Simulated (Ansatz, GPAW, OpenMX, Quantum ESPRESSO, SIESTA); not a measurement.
## The band gap of HPbNO4, sorted by core time

```cif
data_structure
_symmetry_space_group_name_H-M 'P 1'
_symmetry_Int_Tables_number 1
_cell_length_a 3.8572
_cell_length_b 4.3379
_cell_length_c 5.9844
_cell_angle_alpha 81.872
_cell_angle_beta 83.257
_cell_angle_gamma 87.679
_cell_volume 98.41
loop_
_atom_site_label
_atom_site_type_symbol
_atom_site_fract_x
_atom_site_fract_y
_atom_site_fract_z
_atom_site_occupancy
H1 H 0.61511 0.89559 0.19844 1
Pb1 Pb 0.64597 0.44651 0.91685 1
N1 N 0.71474 0.23810 0.50058 1
O1 O 0.16958 0.47007 0.77768 1
O2 O 0.62919 0.97045 0.49845 1
O3 O 0.56424 0.92583 0.03849 1
O4 O 0.78022 0.42250 0.31951 1
```

The cell comes from a database or a generator and needn't be the stable form of this composition.

| rung | level | program and potentials | cutoff (eV) | k mesh | smearing | task | spin | core time | chip | band gap (eV) | notes |
| --- | --- | --- | --- | --- | --- | --- | --- | --- | --- | --- | --- |
| GGA | PBE | Ansatz, Ansatz PAW | 420 | 5 × 5 × 4 | fermi-dirac 0.05 | band structure | SOC, no magnetisation | 1.9 min | Intel Xeon 6975P-C Granite Rapids | 0.24 | - |
| GGA | PBE | SIESTA, files PseudoDojo fr-pbe-0.4-standard, DZP (energy shift 0.003 Ry; two zetas on semicore shells) | - | 7 × 6 × 5 | fermi-dirac 0.05 | band structure | non-collinear, zero start, SOC | 5.5 min | Intel Xeon 6975P-C Granite Rapids | 0.26 | atomic basis; from the band path |
| GGA | AM05 | GPAW, PAW data sets generated for this functional | 800 | 5 × 5 × 3 | fermi-dirac 0.05 | band structure | off | 5.5 min | Intel Xeon Platinum 8488C Sapphire Rapids | 0.27 | from the band path |
| GGA | RPBE | Ansatz, all-electron LAPW, scalar-relativistic | - | 5 × 4 × 4 | fermi-dirac 0.05 | band structure | off | 6.4 min | Intel Xeon 6975P-C Granite Rapids | 0.26 | - |
| GGA | PBE | Quantum ESPRESSO, SG15 PBE 1.2 | 1197 | 4 × 4 × 3 | fermi-dirac 0.05 | band structure | off | 6.9 min | AMD EPYC 7R43 Zen 3 | 0.26 | from the band path |
| GGA | AM05 | Quantum ESPRESSO, SG15 PBE 1.2 | 1197 | 4 × 4 × 3 | fermi-dirac 0.05 | band structure | off | 8 min | AMD EPYC 7R43 Zen 3 | 0.27 | potentials made for PBE; from the band path |
| GGA | PBE | OpenMX, OpenMX 2013 PBE set, H7.0-s2p2d1, Pb8.0-s3p2d2f2, N6.0-s3p2d2, O6.0-s3p2d2, grid cutoff 500 Ry | - | 7 × 7 × 5 | fermi-dirac 0.05 | band structure | off | 8.1 min | Intel Xeon 6975P-C Granite Rapids | 0.31 | atomic basis; from the band path |
| GGA | RPBE | GPAW, the program's PAW data sets (release 1.2.1) made for this functional | 800 | 5 × 5 × 3 | fermi-dirac 0.05 | band structure | off | 9.2 min | Intel Xeon Platinum 8375C Ice Lake | 0.26 | from the band path |
| GGA | revPBE | GPAW, the program's PAW data sets (release 1.2.1) made for this functional | 800 | 5 × 5 × 3 | fermi-dirac 0.05 | band structure | off | 9.9 min | Intel Xeon Platinum 8375C Ice Lake | 0.26 | from the band path |
| GGA | BLYP | GPAW, PAW data sets generated for this functional | 800 | 5 × 5 × 3 | fermi-dirac 0.05 | band structure | off | 10 min | Intel Xeon Platinum 8375C Ice Lake | 0.26 | from the band path |
| GGA | PBE | Ansatz, all-electron LAPW, scalar-relativistic | - | 5 × 4 × 4 | fermi-dirac 0.05 | band structure | off | 10 min | Intel Xeon Platinum 8375C Ice Lake | 0.26 | - |
| LDA | LDA | GPAW, the program's PAW data sets (release 1.2.1) made for this functional | 800 | 5 × 5 × 3 | fermi-dirac 0.05 | band structure | off | 10 min | Intel Xeon Platinum 8259CL Skylake/Cascade Lake | 0.27 | from the band path |
| GGA | PBEsol | GPAW, PAW data sets generated for this functional | 800 | 5 × 5 × 3 | fermi-dirac 0.05 | band structure | off | 10 min | Intel Xeon Platinum 8259CL Skylake/Cascade Lake | 0.27 | from the band path |
| meta-GGA | r2SCAN | GPAW, GPAW PAW data sets (gpaw-data 1.2.1) | 800 | 5 × 5 × 3 | fermi-dirac 0.05 | band structure | off | 13 min | Intel Xeon Platinum 8488C Sapphire Rapids | 0.28 | potentials made for PBE; from the band path |
| GGA | revPBE | Ansatz, all-electron LAPW, scalar-relativistic | - | 5 × 4 × 4 | fermi-dirac 0.05 | band structure | off | 14 min | Intel Xeon Platinum 8259CL Skylake/Cascade Lake | 0.26 | - |
| GGA | BLYP | Ansatz, all-electron LAPW, scalar-relativistic | - | 5 × 4 × 4 | fermi-dirac 0.05 | band structure | off | 15 min | AMD EPYC 7R43 Zen 3 | 0.26 | - |
| meta-GGA | TPSS | GPAW, GPAW PAW data sets (gpaw-data 1.2.1) | 800 | 5 × 5 × 3 | fermi-dirac 0.05 | band structure | off | 18 min | Intel Xeon Platinum 8488C Sapphire Rapids | 0.29 | potentials made for PBE; from the band path |
| GGA | PBE | Ansatz, all-electron LAPW, scalar-relativistic | - | 7 × 6 × 5 | fermi-dirac 0.05 | projected density of states | off | 37 min | AMD EPYC 7R43 Zen 3 | 0.36 | - |

Times are single runs on shared hosts and different chips, so they are rough; meshes, cutoffs and the tasks' sizes weigh on the time. Gaps are the least found on the k mesh or the band path, and a mesh can miss the band edges. Smearing widths are in eV. Meshes differ between rows, which moves values too. All levels ran on this one cell, unrelaxed unless noted. Meshes are those of the run's cell of 7 atoms unless a note names another. Runs on faulty files, with rough fits or with known faults for this quantity aren't shown.

By rung: LDA 0.27; GGA with SOC 0.24; GGA 0.26 to 0.36; meta-GGA 0.28 to 0.29; GGA with SOC in atomic bases 0.26; GGA in atomic bases 0.31 (eV).
